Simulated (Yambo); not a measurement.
Yambo run on HgO (space group P3_221, No. 154). The wavefunctions come from this Quantum ESPRESSO step (PBEsol, PseudoDojo standard norm-conserving files, scalar-relativistic):

```
&CONTROL
  calculation = 'nscf'
  pseudo_dir = './pseudo'
  outdir = './out'
/
&SYSTEM
  ibrav = 0
  nat = 6
  ntyp = 2
  ecutwfc = 84.0
  ecutrho = 336.0
  occupations = 'fixed'
  force_symmorphic = .true.
  nbnd = 176
/
&ELECTRONS
  conv_thr = 6.000000000000001e-09
  diago_full_acc = .true.
  diago_thr_init = 1e-08
/
ATOMIC_SPECIES
O 15.9990 O.upf
Hg 200.5920 Hg.upf
CELL_PARAMETERS angstrom
  3.747310149000   0.000000000000   0.000000000000
 -1.873655075000   3.245265785000   0.000000000000
  0.000000000000   0.000000000000   8.899030000000
ATOMIC_POSITIONS crystal
O   0.444920000000   0.444920000000   0.500000000000
O   0.555080000000   0.000000000000   0.166666667000
O   0.000000000000   0.555080000000   0.833333333000
Hg   0.765330000000   0.765330000000   0.000000000000
Hg   0.234670000000   0.000000000000   0.666666667000
Hg   0.000000000000   0.234670000000   0.333333333000
K_POINTS automatic
3 3 1 0 0 0
```

Yambo input:

```
rim_cut
gw0
dyson
el_el_corr
HF_and_locXC
ppa
em1d
RandQpts= 1000000
RandGvec= 1 Ry
EXXRLvcs= 84 Ry
VXCRLvcs= 336 Ry
Chimod= "HARTREE"
% BndsRnXp
 13 | 175 |
%
NGsBlkXp= 7 Ry
% LongDrXp
 1.0 | 1.0 | 1.0 |
%
PPAPntXp= 27.2114 eV
% GbndRnge
 1 | 175 |
%
GTermKind= "BG"
DysSolver= "n"
ExtendOut
% QPkrange
 1 | 1 | 39 | 40 |
 3 | 3 | 39 | 40 |
%
```

k points by index: 1 = Γ, 3 = K.

Resulting energies as the program prints them:

```
#    K-point    Band    Eo [eV]    E [eV]    E-Eo [eV]    Vxc [eV]    Vnlxc [eV]    Sc|Eo [eV]    Sc|E [eV]    dSc/dw|Eo [eV]    Re(Z)    Im(Z)
#
    1    39    0.000000    -0.285964    -0.285964    -20.39346    -25.54571    4.778818    4.866282    -8.318656    0.765867    -0.001477
    1    40    1.320710    2.087428    0.766718    -20.26724    -18.00749    -1.294264    -1.493027    -7.053904    0.794137    -0.001230
    3    39    -0.456286    -0.800682    -0.344397    -19.98322    -24.86642    4.437571    4.538804    -7.995377    0.772899    -0.001480
    3    40    4.044377    5.156046    1.111669    -17.22092    -12.07502    -3.759070    -4.034231    -6.734758    0.801603    -0.001248
```
(The two width columns are left out.) Convergence of these settings isn't established.

Spin-orbit coupling is not included.

Geometry of the Materials Project entry, not relaxed at this level.

The structure is a Materials Project entry; no match was found in the copy of COD used, and its stability was not checked.

The distance between layers or molecules is the database entry's, not relaxed here. Functionals without dispersion can leave it too large, which widens gaps and weakens the response across layers: the numbers belong to this cell.
